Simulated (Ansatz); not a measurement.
TaAg in space group Pmma (No. 51; Ag on 2e, Ta on 2f), DFT-PBE in the program Ansatz with PAW potentials, all energies at zero smearing, with the estimated change up to a 700 eV cutoff added, with one set of potentials and settings (totals compare only within such a set). Cell of 4 atoms (2 Ag, 2 Ta): -35044.144 eV.

```json
[
 {"element": "Ag", "reference phase": "R-3m, 3 atoms in the cell", "E (eV/atom)": "-7590.5531"},
 {"element": "Ta", "reference phase": "Im-3m, 1 atoms in the cell", "E (eV/atom)": "-9932.2522"}
]
```

Formation energy per atom, worked out: (-35044.144 − 2×(-7590.5531) − 2×(-9932.2522))/4 = 0.367 eV/atom (35 kJ per mol of atoms), at 0 K, without zero-point energy or fitted corrections.

The start of the workflow was typed in or built on a structure type; neither database checked (COD, Materials Project) lists it. Its standing as an ambient phase is unchecked. The cell was relaxed with PBE under the symmetry of its start; its stability against distortions is not shown here. The run is not spin-polarised. Its formation energy is positive at this level, so the cell may be metastable or incomplete. The references are the lowest solids computed at this level, not always the standard phases. Scalar-relativistic: spin–orbit coupling is off unless named, which matters more the heavier the elements.

Potentials: the later of the program's two PAW sets.
